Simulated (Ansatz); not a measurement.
An Ansatz (an electronic-structure program) input:

Ansatz 0.2 input:
```yaml
crystal:
  lattice:
    - [3.9813667854, 0.0, 0.0]
    - [-1.9906833927, 3.4479647779, 0.0]
    - [0.0, 0.0, 4.7708339513]
  atoms:
    - { symbol: Ca, position: [0.3333333333, 0.6666666667, 0.75] }
    - { symbol: O, position: [0.6666666667, 0.3333333333, 0.75] }
    - { symbol: Ca, position: [0.6666666667, 0.3333333333, 0.25] }
    - { symbol: O, position: [0.3333333333, 0.6666666667, 0.25] }
kpoints:
  mp_grid: { grid: [6, 6, 4] }
hamiltonian:
  xc: hse06
  pseudopotentials: { azcp: { folder: ./paw }, kind: paw }
scf:
  n_extra_bands: 6
  occupations: { method: fixed }
output:
  eigenvalues: true
  eigenstates:
    e_range: [-9.0, 13.4]
    kpoints:
      - [0.0, 0.0, 0.0]  # VBM
      - [0.0, 0.0, 0.0]  # CBM
      - [0.0, 0.0, 0.0]  # GAMMA
      - [0.0, 0.0, 0.5]  # A
      - [0.3333333333, 0.3333333333, 0.0]  # K
      - [0.3333333333, 0.3333333333, 0.5]  # H
      - [0.5, 0.0, 0.0]  # M
      - [0.5, 0.0, 0.5]  # L
```

Question: How many symmetry operations and irreducible k-points will the run report?

Answer: 24 operations, 21 of 144 k-points.

Question: With a cutoff of 420 eV, how many plane waves at Γ?

Answer: 1311.

It took roughly 3 core-minutes on shared server cores.

The points marked VBM and CBM come from a semilocal run.

Space group P6_3/mmc. The start of the workflow was typed in or built on a structure type; the Crystallography Open Database copy checked does not list it. It is not the phase usual at ambient conditions (space group No. 225). Symmetry was held in the r²SCAN relaxation; its stability against distortions is not shown here.

Potentials: the earlier of the program's two PAW sets.

Ansatz is a plane-wave DFT program.
